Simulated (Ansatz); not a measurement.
The end point of a relaxation of NbAs. All values below come from PBE (plane waves to 420 eV, PAW, scalar-relativistic; Ansatz, an electronic-structure program).

```xyz
4
Lattice="-1.7368 1.7368 5.8743 1.7368 -1.7368 5.8743 1.7368 1.7368 -5.8743" Properties=species:S:1:pos:R:3 pbc="T T T"
As     0.0000     0.0000     6.9789
As     1.7368     0.0000     4.0418
Nb     0.0000     0.0000     2.0653
Nb     0.0000     1.7368     5.0024
```

**Question.** Find the space group and the Wyckoff positions (tolerance 0.01 Å).

**Answer.** Space group I4₁md (No. 109); a = b = 3.4736 Å, c = 11.7485 Å, α = β = γ = 90.00°

```csv
atom,site,symmetry,x,y,z
As,4a,2mm.,0.0000,0.0000,0.3440
Nb,4a,2mm.,0.0000,0.0000,0.9258
```

**Question.** Give the shortest distances between elements (the closest pairs, up to four, under 3.6 Å).

**Answer.** As–Nb 2.63 Å; As–As 3.41 Å; Nb–Nb 3.41 Å.

- Volume per atom = 17.72 Å³
- Band gap = no gap on the sampled points, where the bands overlap only slightly; such a result is sensitive to mesh and level

No spin polarisation in the result.

The run could not lose the symmetry of its start.

The first start was generated by a random draw of sites in a space group. A measured structure of NbAs has the same space group, I4₁md (No. 109); the sites were not compared with it.
